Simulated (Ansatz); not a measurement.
The relaxed structure here is a generated cell of ZnRh: the first start was made by placing the elements on the sites of a structure type, and the end was not matched to a known phase here, so it may be hypothetical.

The end point of a relaxation of ZnRh. Computed with PBE (plane waves to 420 eV, PAW, scalar-relativistic; Ansatz, an electronic-structure program).

```
CELL_PARAMETERS angstrom
      1.45036    -2.31298     0.00000
      1.45036     2.31298     0.00000
      0.00000     0.00000     4.22060
ATOMIC_POSITIONS crystal
  Rh 0.50000 0.50000 0.00000
  Zn 0.00000 0.00000 0.50000
```

**Question.** Find the space group and the Wyckoff positions (tolerance 0.01 Å).

**Answer.** Space group Cmmm (No. 65); a = 2.9007 Å, b = 4.6260 Å, c = 4.2206 Å, α = β = γ = 90.00°

```
atom  site  symmetry       x       y       z
----  ----  --------  ------  ------  ------
Rh      2b       mmm  0.0000  0.5000  0.0000
Zn      2d       mmm  0.5000  0.5000  0.5000
```

**Question.** Give the shortest distances between elements (the closest pairs, up to four, under 3.6 Å).

**Answer.** Rh–Zn 2.56 Å; Rh–Rh 2.73 Å; Zn–Zn 2.73 Å.

```yaml
volume_per_atom: 14.16 Å³
band_gap: no gap (metallic)
```

No spin polarisation in the result.

The run could not lose the symmetry of its start, so the end can be a saddle point.

It was reached from a disturbed copy of a P6₃/mmc (No. 194) cell, against which it lies -0.69 eV/atom.
